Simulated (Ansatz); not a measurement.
TaW:
```xyz
2
Lattice="0.0000 2.6877 2.6877 2.6877 0.0000 2.6877 2.6877 2.6877 0.0000" Properties=species:S:1:pos:R:3 pbc="T T T"
Ta     0.0000     0.0000     0.0000
W      2.6877     2.6877     2.6877
```

Relaxed with PBE. Special points in fractions of this cell's reciprocal vectors: Γ (0.000, 0.000, 0.000); X (0.500, 0.000, 0.500); U (0.625, 0.250, 0.625); K (0.375, 0.375, 0.750); L (0.500, 0.500, 0.500); W (0.500, 0.250, 0.750).

List the band energies nearest the Fermi level at these points for the program Ansatz at the PBE with spin–orbit coupling level (PAW).

In eV from the Fermi level; about four levels below and three above (degenerate sets whole), none deeper than 8.9 eV; points with the same levels are listed once.

```csv
k,below,above
Γ,-3.16 -3.16 -3.16 -3.16 -2.87 -2.87,5.29 5.29 5.29 5.29
X,-2.14 -2.14 -0.41 -0.41,1.23 1.23 1.56 1.56
U,-1.89 -1.89 -1.63 -1.63,0.57 0.57 2.20 2.20
L,-0.15 -0.15 -0.14 -0.14,0.76 0.76 1.23 1.23
W,-2.96 -2.96 -0.37 -0.37,0.17 0.17 1.48 1.48
```

Space group Fm-3m (rock salt). The start of the workflow was typed in or built on a structure type; neither database checked (COD, Materials Project) lists it. Whether it is the stable phase at ambient conditions was not checked. Symmetry was held in the PBE relaxation; whether a distortion lowers the energy is not shown. The run is not spin-polarised. Its formation energy is positive at this level, so the cell may be metastable or incomplete.

Potentials: the later of the program's two PAW sets.
